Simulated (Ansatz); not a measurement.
TiO₂:
Space group P2₁/c (No. 14); a = 4.804 Å, b = 4.867 Å, c = 5.041 Å, α = γ = 90.00°, β = 99.88°

| atom | site | symmetry | x | y | z |
|---|---|---|---|---|---|
| Ti | 4e | 1 | 0.2770 | 0.0545 | 0.2146 |
| O | 4e | 1 | 0.5536 | 0.2580 | 0.0367 |
| O | 4e | 1 | 0.0635 | 0.3222 | 0.3524 |

Relaxed with r²SCAN.

Q: Which orbitals make up the states near the band edges in the program Ansatz at the r²SCAN level (PAW)?

A: Top 1 eV of the valence band: O 2p 91 %, Ti 3d 7 %. Bottom 1 eV of the conduction band: Ti 3d 89 %, O 2p 9 %. Projections are on Löwdin-orthogonalised atomic valence shells; empty p or d shells of many metals are not among them.

Q: Tabulate the density of states.

A: States/eV per cell of 12 atoms, in 0.25 eV bins, energy from the valence-band maximum.

```
E (eV)  total   O 2p  Ti 3d  O 2s
------  -----  -----  -----  ----
-6.00    0.00   0.00   0.00  0.00
-5.75    1.42   1.04   0.28  0.01
-5.50    4.11   3.04   0.82  0.02
-5.25    7.21   5.36   1.48  0.04
-5.00   12.71   9.32   2.97  0.05
-4.75   11.89   8.75   2.81  0.05
-4.50    9.65   7.24   2.06  0.06
-4.25    9.63   7.33   1.91  0.08
-4.00    8.16   6.30   1.50  0.09
-3.75    6.23   4.88   1.08  0.08
-3.50    7.24   5.74   1.21  0.09
-3.25    7.84   6.19   1.33  0.10
-3.00    6.86   5.44   1.15  0.09
-2.75    7.29   5.83   1.21  0.08
-2.50   11.37   9.13   1.84  0.12
-2.25    9.23   7.46   1.49  0.08
-2.00    9.51   7.90   1.33  0.07
-1.75   11.06   9.33   1.45  0.07
-1.50   11.00   9.46   1.30  0.05
-1.25   11.57  10.15   1.18  0.05
-1.00   10.39   9.17   1.01  0.05
-0.75    8.64   7.79   0.71  0.03
-0.50    5.25   4.85   0.32  0.02
-0.25    3.13   2.96   0.12  0.01
0.00     0.60   0.58   0.02  0.00
0.25     0.00   0.00   0.00  0.00
0.50     0.00   0.00   0.00  0.00
0.75     0.00   0.00   0.00  0.00
1.00     0.00   0.00   0.00  0.00
1.25     0.00   0.00   0.00  0.00
1.50     0.00   0.00   0.00  0.00
1.75     0.00   0.00   0.00  0.00
2.00     0.00   0.00   0.00  0.00
2.25     0.00   0.00   0.00  0.00
2.50     0.00   0.00   0.00  0.00
2.75     2.93   0.20   2.68  0.01
3.00    10.84   0.79   9.82  0.07
3.25    11.35   1.03  10.05  0.11
3.50     8.82   0.87   7.69  0.12
3.75    13.90   1.56  11.76  0.34
4.00    11.94   1.68   9.70  0.29
4.25    13.00   1.87  10.29  0.51
4.50     8.03   1.41   6.14  0.25
4.75     7.11   1.20   5.39  0.33
5.00    13.12   2.51   9.66  0.58
5.25     9.24   1.89   6.65  0.44
5.50     4.91   1.12   3.45  0.19
5.75     8.23   2.10   5.64  0.25
6.00     7.01   1.89   4.72  0.20
6.25     9.17   2.71   6.03  0.17
6.50     4.49   1.36   2.92  0.08
6.75     6.62   2.10   4.26  0.07
7.00     7.29   2.43   4.61  0.05
7.25     1.93   0.67   1.19  0.01
7.50     0.07   0.02   0.04  0.00
```

Space group P2_1/c. The first step of the workflow began from a Materials Project structure, measured or hypothetical; the Crystallography Open Database files this formula in space group No. 14, but the cells were not matched. It is not the phase usual at ambient conditions (space group No. 61, 136, 141). Symmetry was held in the r²SCAN relaxation; of distortions, only those at the zone centre were tested. The run is not spin-polarised.

Potentials: the earlier of the program's two PAW sets.
